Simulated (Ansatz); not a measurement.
# BaSn$_{5}$: pressure against volume

BaSn$_{5}$, P6/mmm, a = 5.392 Å, c = 7.246 Å. The structure is a Materials Project entry; whether it is the stable form wasn't checked. Ansatz: r2SCAN, PAW, 500 eV, Γ-centred 12×12×6 mesh on 6 atoms, Gaussian smearing 0.10 eV; no spin polarisation. Shape and atoms are relaxed at each volume; pressure is positive in compression.

| V (Å³/atom) | P (GPa) |
| --- | --- |
| 27.669 | ? |
| 28.581 | 2.69 |
| 29.493 | 1.23 |
| 30.406 | 0.00 |
| 31.318 | -1.05 |
| 32.230 | -1.95 |

Take V0 = 30.406 Å³/atom, fit the third-order Birch–Murnaghan form to the other rows, and predict the missing pressure.

With the Eulerian strain f = ½[(V0/V)^(2/3) − 1] and y = P/[3f(1 + 2f)^(5/2)], the form is the line y = B0 + 1.5 B0 (B0′ − 4) f. Rows (f, y): 0.02106, 38.4; 0.01027, 37.9; -0.00975, 37.7; -0.01905, 37.6. Means f = 0.0006325, y = 37.900; Σ(Δf)² = 0.001005, ΣΔfΔy = 0.01819; the slope is their ratio. y = 37.89 + 18.10 f GPa, so B0 = 37.9 GPa and B0′ = 4 + 2 × (18.10)/(3 × 37.89) = 4.32. At V = 27.669, f = 0.03245, y = 38.48 and P = 4.38 GPa. The run gave 4.44 GPa, so the fit is 0.06 GPa too low, a small miss on the scale of the series. The form still works here, 25 % of the fitted range beyond its end.

1 further run of this set didn't finish or converge.